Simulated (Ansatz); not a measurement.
Al (hcp (Mg type), P6_3/mmc) under volume change, plane-wave PAW r²SCAN+D4 (Ansatz code), shape and atoms relaxed at each volume.

```tsv
V (Å³/atom)	E − E(relaxed) (meV/atom)	P (GPa)
14.392	43.2	10.55
14.866	___	___
15.341	4.3	2.99
15.815	0.0	0.00
16.290	___	___
16.764	14.7	-4.70
17.238	31.4	-6.53
```

**Question.** What belongs in the gaps?

**Answer.** 
- 16.290, E − E(relaxed) (meV/atom): 3.9
- 16.290, P (GPa): -2.54
- 14.866, E − E(relaxed) (meV/atom): 18.2
- 14.866, P (GPa): 6.48

**Question.** What does a third-order Birch–Murnaghan fit give for V₀, B₀ and B′?

**Answer.** V₀ = 15.82 Å³/atom, B₀ = 91.3 GPa, B′ = 4.3.

The workflow started from a Materials Project entry (that database holds measured and hypothetical structures alike); the Crystallography Open Database copy checked does not list it. It is not the phase usual at ambient conditions (space group No. 225). The cell was relaxed with r²SCAN+D4 under the symmetry of its start; its stability against distortions is not shown here. The pairwise dispersion correction was not fitted to metals.

Potentials: the later of the program's two PAW sets.
